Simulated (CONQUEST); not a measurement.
Set-up for a self-consistent single point of Mg2ZnO3 (P-3m1, 12 atoms in the cell; from Materials Project mp-1222123, changed as shown).

```yaml
crystal:
  lattice:
    - [2.97234, 0.00000, 0.00000]
    - [0.00000, 5.14824, 0.00000]
    - [0.00000, 0.00000, 7.25525]
  atoms:
    - { symbol: Mg, position: [0.00000, 0.33333, 0.66580] }
    - { symbol: Mg, position: [0.50000, 0.16667, 0.33420] }
    - { symbol: Mg, position: [0.50000, 0.83333, 0.66580] }
    - { symbol: Mg, position: [0.00000, 0.66667, 0.33420] }
    - { symbol: Zn, position: [0.00000, 0.00000, 0.00000] }
    - { symbol: Zn, position: [0.50000, 0.50000, 0.00000] }
    - { symbol: O, position: [0.00000, 0.33333, 0.17262] }
    - { symbol: O, position: [0.50000, 0.16667, 0.82738] }
    - { symbol: O, position: [0.00000, 0.00000, 0.50000] }
    - { symbol: O, position: [0.50000, 0.83333, 0.17262] }
    - { symbol: O, position: [0.00000, 0.66667, 0.82738] }
    - { symbol: O, position: [0.50000, 0.50000, 0.50000] }
```

All values come from this method and carry its errors: LDA (PW92), numerical atomic orbitals double-zeta with polarisation (the shipped basis), PseudoDojo norm-conserving potentials made for LDA (CONQUEST).

CONQUEST settings:

- basis: DZP
- Diag.MPMeshX, Y, Z: 6 4 4
- potentials: PseudoDojo norm-conserving LDA
- Grid.GridCutoff: 140 Ha
- DM.SolutionMethod: diagon
- Diag.kT: 0.0001 Ha
- Diag.GammaCentred: true
- minE.SCTolerance: 1.0e-07
- SC.MaxIters: 100
- SC.LinearMixingFactor: 0.5
- AtomMove.TypeOfRun: static

Results:

```
Property                                                   Value
------------------------------------------------  --------------
Number of valence electrons                                  116
Number of bands                                              152
Number of k-points after the program's reduction              74
Size of the basis                                            152
Number of SCF iterations                                       9
FFT grid                                            32 × 60 × 80
Free energy E − TS                                -20529.4884 eV
Top of the valence band (on the code's own zero)        -8.38 eV
Gap on the k-point mesh                                  3.24 eV
Pressure                                                1.24 GPa
Largest force (vector length)                         0.248 eV/Å
```

Forces (eV/Å):
```
atom      Fx      Fy      Fz
----  ------  ------  ------
Mg1   -0.001   0.003  -0.011
Mg2   -0.001  -0.003   0.011
Mg3   -0.001   0.003  -0.011
Mg4   -0.001  -0.003   0.011
Zn5    0.000   0.000   0.000
Zn6    0.000   0.000   0.000
O7     0.000   0.002  -0.248
O8     0.000  -0.002   0.248
O9     0.000   0.000   0.000
O10    0.000   0.002  -0.248
O11    0.000  -0.002   0.248
O12    0.000   0.000   0.000
```

Stress (GPa, positive for compression):
```
1.49  0.00  0.00
0.00  1.23  0.08
0.00  0.08  0.99
```

The gap is read on the k-point mesh of the run and can differ from the gap over the whole zone at this level.

For comparison: a first run was changed to give this one (lattice scaled by 0.98), and from it to this one the free energy drops by 13.8 meV/atom, the pressure goes from -8.44 to 1.24 GPa, the largest force goes from 0.283 to 0.248 eV/Å and the gap on the mesh goes from 2.794 to 3.241 eV.

The program uses no crystal symmetry, so grid and mesh can part values that symmetry would make equal. The atom-centred basis is finite, which shifts total energies, pressures, gaps and forces against plane waves. The structure comes from a collection of computed structures, made at another level of theory; the collection holds predicted forms beside known ones.

Cost on one core: about 5 core-minutes (a rough figure).
